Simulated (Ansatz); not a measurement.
Ba:
```xyz
1
Lattice="-2.5355 2.5355 2.5355 2.5355 -2.5355 2.5355 2.5355 2.5355 -2.5355" Properties=species:S:1:pos:R:3 pbc="T T T"
Ba     0.0000     0.0000     0.0000
```

Relaxed with r²SCAN.

Task: List the phonon frequencies at the special points (DFPT on a 4×4×4 q-mesh, Fourier-interpolated; the program Ansatz at the r²SCAN level (PAW)).

Result: In cm⁻¹.

```
q  frequencies
-  -----------
Γ        0 0 0
H     72 72 72
N     28 48 73
P     57 57 57
```

Space group Im-3m (bcc (W type)). Symmetry was held in the r²SCAN relaxation; phonons on a q-mesh show no instability. As this level gives no gap, phonon frequencies hold no LO–TO term and depend on the k-mesh and smearing (Fermi–Dirac, 0.1 eV here). Spin–orbit coupling is left out wherever it is not named.

Potentials: the later of the program's two PAW sets.
